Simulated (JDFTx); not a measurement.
System: Be(0001) (P6_3/mmc bulk; lattice of mp-87, not re-optimised at this level), 1x1 cell of 6 atoms in 6 planes, area 4.44 Å² a face, 9.1 Å between the outermost planes in a cell 24.9 Å high; k mesh 10×10×1, Fermi width 0.01 Ha, no spin polarisation.

Level of theory: PBE, GBRV ultrasoft potentials, plane waves to 20/100 Ha; code: a modified build of JDFTx. Liquid on both sides: linear PCM (GLSSA13), water, 0.5 M KF; nuclei fixed. 

Charging data:

```csv
U − U_pzc (V),σ (μC/cm²)
-0.91,-10.69
-0.71,-8.51
-0.16,-2.00
0.00,0.00
0.29,3.96
0.57,8.01
0.69,9.96
```

Working it through: a check of Lippmann's equation. The grand free energy per area against the neutral slab, Δγ = [F(N) − F(N₀) − μ(N − N₀)]/2A, is taken from the total energies of the same runs.

| U − U_pzc (V) | Δγ (mJ/m²) |
|---|---|
| -0.91 | -50.0 |
| -0.71 | -30.8 |
| -0.16 | -1.6 |
| 0.00 | 0.0 |
| 0.29 | -5.7 |
| 0.57 | -22.2 |
| 0.69 | -33.3 |

Δγ is largest at zero charge and falls away from it, as dγ/dU = −σ demands. At -0.91 V the computed -50.0 mJ/m² stands beside -48.5 mJ/m² from the constant-capacitance formula.
